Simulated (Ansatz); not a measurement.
# ¹¹³In nuclear quadrupole resonance in InSe under strain

Cell: an entry of the Crystallography Open Database (COD), relaxed with PBE at fixed cell and then changed (z compressed by 3 %, ions relaxed).

```
In Se
1.0
     4.05000    0.00000    0.00000
    -2.02500    3.50740    0.00000
     0.00000    0.00000   16.42210
In Se
4 4
Cartesian
  0.0000 2.3383 2.7145
  2.0250 1.1691 10.9255
  0.0000 2.3383 5.4966
  2.0250 1.1691 13.7076
  0.0000 2.3383 9.6586
  2.0250 1.1691 1.4476
  0.0000 2.3383 14.9745
  2.0250 1.1691 6.7635
```

Atoms are numbered from 1 in the order listed; like atoms form one site, named after its first atom.

Level of theory: DFT, PBE, plane waves and PAW, scalar-relativistic, 420 eV cutoff, Γ-centred 13×13×3 k-points, Fermi–Dirac smearing 0.05 eV (Ansatz 0.2.0).

¹¹³In: I = 9/2, Q = 761.0 mb (year-2017 value). Static lattice, zero field.

(1) The simulated lines lie at 8.41, 16.8, 25.2, 33.6 MHz. What are |C_Q|, η and |V_zz| at In?

Answers

(1) For I = 9/2 and η = 0 the lines are |C_Q|/24 times 1, 2, 3 and 4; η shifts the lowest up most. Here |C_Q| = 202 MHz, η = 0.00 and |V_zz| = 10.97 × 10²¹ V/m². The calculation gives V_zz negative; the lines don't show the sign. The site has 3 Se at 2.66 Å; also 1 In at 2.78 Å.

An axis of threefold or higher order runs through In, so V_zz lies along it and η is zero.

Without spin–orbit coupling (the program notes it for In) the gradients can shift somewhat, as the gap is small. With a gap of 0.21 eV under a smearing of 0.05 eV the band edges are partly filled, so small gradients can hang on the smearing and the k-mesh.
